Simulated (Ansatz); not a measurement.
MoSeS:
```
MoSeS
1.0
    3.24257     0.00000     0.00000
   -1.62129     2.80815     0.00000
    0.00000     0.00000    12.94975
Mo Se S
2 2 2
Direct
  0.00000   0.00000   0.26262
  0.00000   0.00000   0.73738
  0.66667   0.33333   0.86774
  0.33333   0.66667   0.13226
  0.33333   0.66667   0.37985
  0.66667   0.33333   0.62015
```

Relaxed with r²SCAN+D4. Special points in fractions of this cell's reciprocal vectors: Γ (0.000, 0.000, 0.000); M (0.500, 0.000, 0.000); K (0.333, 0.333, 0.000); A (0.000, 0.000, 0.500); L (0.500, 0.000, 0.500); H (0.333, 0.333, 0.500).

**Question.** List the band energies nearest the valence-band maximum at these points for plane-wave PAW r²SCAN+D4 (Ansatz code).

**Answer.** In eV from the valence-band maximum; about four levels below and three above (degenerate sets whole), none deeper than 8.9 eV; points with the same levels are listed once.

| k | below | above |
|---|---|---|
| Γ | -2.04 -2.04 -1.61 -1.10 0.00 | 2.21 2.21 2.35 2.35 |
| M | -1.69 -1.54 -1.53 -1.19 | 1.49 1.52 1.94 |
| K | -2.99 -2.99 -0.73 -0.73 | 0.92 0.95 2.36 2.36 |
| A | -2.04 -2.04 -0.67 -0.07 | 2.23 2.23 2.32 2.32 |
| L | -1.61 -1.61 -1.39 -1.21 | 1.50 1.51 1.88 |
| H | -2.96 -2.96 -0.72 -0.72 | 0.93 0.95 2.18 2.18 |

Space group P-3m1. The workflow started from a Materials Project entry (that database holds measured and hypothetical structures alike); the Crystallography Open Database copy checked does not list it. Whether it is the stable phase at ambient conditions was not checked. The r²SCAN+D4 relaxation kept the symmetry of its start; its stability against distortions is not shown here. No spin polarisation was allowed. Scalar-relativistic: spin–orbit coupling is off unless named, which matters more the heavier the elements.

Potentials: the later of the program's two PAW sets.
